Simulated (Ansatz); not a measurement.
Si2H2O3:
```
CELL_PARAMETERS angstrom
      4.36307     2.51902     4.85690
     -4.36307     2.51902     4.85690
      0.00000    -5.03804     4.85690
ATOMIC_POSITIONS crystal
  Si 0.77653 0.67676 0.23190
  Si 0.22347 0.32324 0.76810
  Si 0.23190 0.77653 0.67676
  Si 0.76810 0.22347 0.32324
  Si 0.67676 0.23190 0.77653
  Si 0.32324 0.76810 0.22347
  Si 0.68538 0.68538 0.68538
  Si 0.31462 0.31462 0.31462
  H  0.92594 0.77572 0.08312
  H  0.07406 0.22428 0.91688
  H  0.08312 0.92594 0.77572
  H  0.91688 0.07406 0.22428
  H  0.77572 0.08312 0.92594
  H  0.22428 0.91688 0.07406
  H  0.78630 0.78630 0.78630
  H  0.21370 0.21370 0.21370
  O  0.26147 0.55401 0.24133
  O  0.73853 0.44599 0.75867
  O  0.24133 0.26147 0.55401
  O  0.75867 0.73853 0.44599
  O  0.55401 0.24133 0.26147
  O  0.44599 0.75867 0.73853
  O  0.25253 0.83978 0.43716
  O  0.74747 0.16022 0.56284
  O  0.43716 0.25253 0.83978
  O  0.56284 0.74747 0.16022
  O  0.83978 0.43716 0.25253
  O  0.16022 0.56284 0.74747
```

Relaxed with LDA. Special points in fractions of this cell's reciprocal vectors: Γ (0.000, 0.000, 0.000); T (0.500, 0.500, 0.500); H2 (0.654, 0.346, 0.500); H0 (0.500, -0.346, 0.346); L (0.500, 0.000, 0.000); S0 (0.423, -0.423, 0.000); S2 (0.577, 0.000, 0.423); F (0.500, 0.000, 0.500).

Task: List the band energies nearest the valence-band maximum at these points for the program Ansatz at the LDA level (PAW).

Result: In eV from the valence-band maximum; about four levels below and three above (degenerate sets whole), none deeper than 8.9 eV; points with the same levels are listed once.

| k | below | above |
|---|---|---|
| Γ | -0.65 -0.30 -0.30 -0.21 | 6.00 6.45 7.04 |
| T | -0.40 -0.40 -0.37 0.00 | 6.92 7.26 7.26 7.27 7.27 |
| H2 | -0.51 -0.46 -0.39 -0.04 | 6.67 6.89 7.02 |
| L | -0.58 -0.53 -0.44 -0.18 | 6.57 6.70 6.80 |
| S0 | -0.55 -0.45 -0.33 -0.10 | 6.42 6.61 7.23 |
| F | -0.56 -0.43 -0.30 -0.08 | 6.38 6.62 7.22 |

Space group R-3. The first step of the workflow began from a Materials Project structure, measured or hypothetical; the Crystallography Open Database files this formula in space group No. 148, but the cells were not matched. Its standing as an ambient phase is unchecked. Symmetry was held in the LDA relaxation; its stability against distortions is not shown here. A crystal of weakly bound molecules computed without a dispersion correction: the cell and the soft elastic constants depend strongly on that.

Potentials: the later of the program's two PAW sets.
